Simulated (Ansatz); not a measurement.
The end point of a relaxation of ZnSiP2. Space group I-42d (No. 122), chalcopyrite type. Method: PBE (plane waves to 420 eV, PAW, scalar-relativistic; Ansatz, a first-principles code).

Space group I-42d (No. 122); a = b = 5.4187 Å, c = 10.5394 Å, α = β = γ = 90.00°

```
atom  site  symmetry       x       y       z
----  ----  --------  ------  ------  ------
Zn      4a      -4..  0.0000  0.0000  0.0000
Si      4b      -4..  0.0000  0.0000  0.5000
P       8d       .2.  0.2500  0.2327  0.3750
```
(The calculation used a cell of 8 atoms; values per cell refer to that cell.)

Problem. Predict the band gap from PBE.

Solution. 1.36 eV, direct at Γ (no spin-orbit coupling).

No spin polarisation in the result.

The run could not lose the symmetry of its start; a randomly shaken copy of 8 atoms returns to this structure.
